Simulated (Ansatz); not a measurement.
Here is the system:

Relaxed BP (zinc blende):

```yaml
crystal:
  lattice:
    - [0.00000, 4.54829, 4.54829]
    - [2.27414, 2.27414, 4.54829]
    - [2.27414, 2.27414, 0.00000]
  atoms:
    - { symbol: P, position: [0.00000, 0.75000, 0.75000] }
    - { symbol: P, position: [0.50000, 0.75000, 0.75000] }
    - { symbol: B, position: [0.00000, 0.00000, 0.00000] }
    - { symbol: B, position: [0.50000, 0.00000, 0.00000] }
```

A phonon eigenvector at X = (0.5, 0.5, 0.0) is frozen into this cell: atom i moves by Q times the vector below, so Q is the largest atomic displacement, in Å. The cell is held. It is one choice among 2 degenerate patterns. (q is in reciprocal vectors of the primitive cell; the cell shown is doubled to hold the pattern.)

```tsv
atom	x	y	z
P1	0.000	1.000	0.000
P2	0.000	-1.000	0.000
B3	0.800	0.000	0.000
B4	-0.800	0.000	0.000
```

All values below come from PBE (plane waves to 420 eV, PAW, scalar-relativistic; Ansatz, an electronic-structure program). k mesh 12×12×12 (Γ-centred), Fermi-Dirac smearing 0.05 eV. The energy includes the smearing's −TS. BP was relaxed with its symmetry unable to fall. The PAW data are Ansatz's earlier set. ΔE is measured from the undisplaced structure.

The scan covers Q from -0.100 to 0.100 Å in 13 points.

**Question.** Is this a single well or a double well?

**Answer.** A single well with its minimum at or next to zero displacement.

**Question.** Which space group does the distorted structure have?

**Answer.** C222_1 (No. 20), lowered from F-43m.

**Question.** What is the energy change at Q = 0.100 Å?

**Answer.** 136.9 meV/cell.

**Question.** What harmonic wavenumber does the curvature at Q = 0 give?

**Answer.** 313 cm⁻¹.

(A displaced cell: forces are minus the slopes of the energy, force constants its curvatures, and phonons follow from these.)
